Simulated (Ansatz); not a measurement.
FeS₂:
```cif
data_Fe2S4
_chemical_formula_sum 'Fe2 S4'
_space_group_name_H-M_alt 'Pnnm'
_space_group_IT_number 58
_space_group_name_Hall '-P 2 2n'
_cell_length_a 4.36739
_cell_length_b 5.33321
_cell_length_c 3.34439
_cell_angle_alpha 90.000
_cell_angle_beta 90.000
_cell_angle_gamma 90.000
loop_
_atom_site_label
_atom_site_type_symbol
_atom_site_symmetry_multiplicity
_atom_site_Wyckoff_symbol
_atom_site_fract_x
_atom_site_fract_y
_atom_site_fract_z
_atom_site_occupancy
Fe1 Fe 2 a 0.00000 0.00000 0.00000 1
S1 S 4 g 0.20715 0.37443 0.00000 1
```

Relaxed with PBEsol.

Task: Which orbitals make up the states near the band edges in plane-wave PAW PBEsol (Ansatz code)?

Result: Top 1 eV of the valence band: Fe 3d 84 %, S 3p 12 %. Bottom 1 eV of the conduction band: Fe 3d 52 %, S 3p 36 %, S 3s 8 %. Projections are on Löwdin-orthogonalised atomic valence shells; empty p or d shells of many metals are not among them.

Task: Tabulate the density of states.

Result: States/eV per cell of 6 atoms, in 0.25 eV bins, energy from the valence-band maximum.

| E (eV) | total | S 3p | Fe 3d | S 3s |
|---|---|---|---|---|
| -7.90 | 0.79 | 0.67 | 0.06 | 0.01 |
| -7.65 | 2.44 | 2.05 | 0.21 | 0.05 |
| -7.40 | 4.30 | 3.57 | 0.41 | 0.11 |
| -7.15 | 3.63 | 2.94 | 0.40 | 0.12 |
| -6.90 | 3.41 | 2.64 | 0.46 | 0.15 |
| -6.65 | 2.10 | 1.58 | 0.30 | 0.11 |
| -6.40 | 2.40 | 1.86 | 0.27 | 0.11 |
| -6.15 | 2.44 | 1.85 | 0.34 | 0.13 |
| -5.90 | 2.60 | 1.92 | 0.43 | 0.14 |
| -5.65 | 3.01 | 2.21 | 0.55 | 0.14 |
| -5.40 | 2.55 | 1.83 | 0.51 | 0.11 |
| -5.15 | 2.89 | 2.05 | 0.64 | 0.09 |
| -4.90 | 3.71 | 2.58 | 0.93 | 0.09 |
| -4.65 | 4.76 | 3.19 | 1.36 | 0.08 |
| -4.40 | 5.53 | 3.62 | 1.65 | 0.11 |
| -4.15 | 5.46 | 3.44 | 1.73 | 0.11 |
| -3.90 | 4.18 | 2.64 | 1.29 | 0.10 |
| -3.65 | 4.52 | 2.91 | 1.35 | 0.10 |
| -3.40 | 4.12 | 2.77 | 1.10 | 0.09 |
| -3.15 | 3.84 | 2.70 | 0.91 | 0.08 |
| -2.90 | 4.49 | 3.22 | 1.03 | 0.09 |
| -2.65 | 3.36 | 2.37 | 0.81 | 0.05 |
| -2.40 | 1.68 | 1.05 | 0.54 | 0.03 |
| -2.15 | 1.05 | 0.61 | 0.39 | 0.01 |
| -1.90 | 1.56 | 0.58 | 0.88 | 0.02 |
| -1.65 | 6.77 | 1.70 | 4.65 | 0.12 |
| -1.40 | 6.20 | 1.13 | 4.69 | 0.08 |
| -1.15 | 6.41 | 0.74 | 5.30 | 0.05 |
| -0.90 | 11.92 | 1.03 | 10.28 | 0.08 |
| -0.65 | 2.33 | 0.41 | 1.78 | 0.02 |
| -0.40 | 9.78 | 1.03 | 8.37 | 0.06 |
| -0.15 | 3.76 | 0.80 | 2.77 | 0.03 |
| 0.10 | 0.00 | 0.00 | 0.00 | 0.00 |
| 0.35 | 0.00 | 0.00 | 0.00 | 0.00 |
| 0.60 | 0.00 | 0.00 | 0.00 | 0.00 |
| 0.85 | 0.11 | 0.01 | 0.08 | 0.02 |
| 1.10 | 2.83 | 0.74 | 1.66 | 0.34 |
| 1.35 | 5.64 | 1.83 | 3.05 | 0.56 |
| 1.60 | 6.37 | 2.35 | 3.27 | 0.49 |
| 1.85 | 6.07 | 2.84 | 2.64 | 0.31 |
| 2.10 | 5.86 | 3.03 | 2.30 | 0.24 |
| 2.35 | 4.37 | 2.44 | 1.55 | 0.15 |
| 2.60 | 3.11 | 1.86 | 1.00 | 0.08 |
| 2.85 | 5.67 | 3.48 | 1.79 | 0.09 |
| 3.10 | 4.82 | 3.04 | 1.49 | 0.06 |
| 3.35 | 2.28 | 1.32 | 0.81 | 0.02 |
| 3.60 | 0.82 | 0.47 | 0.30 | 0.01 |
| 3.85 | 0.06 | 0.03 | 0.02 | 0.00 |
| 4.10 | 0.00 | 0.00 | 0.00 | 0.00 |
| 4.35 | 0.00 | 0.00 | 0.00 | 0.00 |
| 4.60 | 0.00 | 0.00 | 0.00 | 0.00 |
| 4.85 | 0.00 | 0.00 | 0.00 | 0.00 |
| 5.10 | 0.13 | 0.01 | 0.01 | 0.00 |
| 5.35 | 0.60 | 0.05 | 0.03 | 0.01 |
| 5.60 | 0.88 | 0.07 | 0.03 | 0.01 |

The PBEsol relaxation kept the symmetry of its start. The workflow began spin-polarised and lost its moments.

Potentials: the later of the program's two PAW sets.
